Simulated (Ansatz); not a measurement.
Here is the system:

Sb:
```
Sb
1.0
    2.17248     1.25428     1.77309
   -2.17248     1.25428     1.77309
    0.00000    -2.50856     1.77309
Sb
1
Direct
  0.00000   0.00000   0.00000
```

This is the r²SCAN+D4-relaxed structure.

Q: All from plane-wave PAW r²SCAN+D4 (Ansatz code), unless another level is named. Give the electronic character.

A: metallic (no gap).

Q: What about the density of states at the Fermi level?

A: 0.46 states/eV per atom (mean over ±0.08 eV).

Q: What about the gap with spin–orbit coupling?

A: none (metallic).

Space group Pm-3m (simple cubic). The first step of the workflow began from a Materials Project structure, measured or hypothetical; the Crystallography Open Database files this formula in space group No. 221, but the cells were not matched. It is not the phase usual at ambient conditions (space group No. 166). The r²SCAN+D4 relaxation kept the symmetry of its start; its stability against distortions is not shown here. Spin–orbit coupling is left out wherever it is not named.

Potentials: the later of the program's two PAW sets.
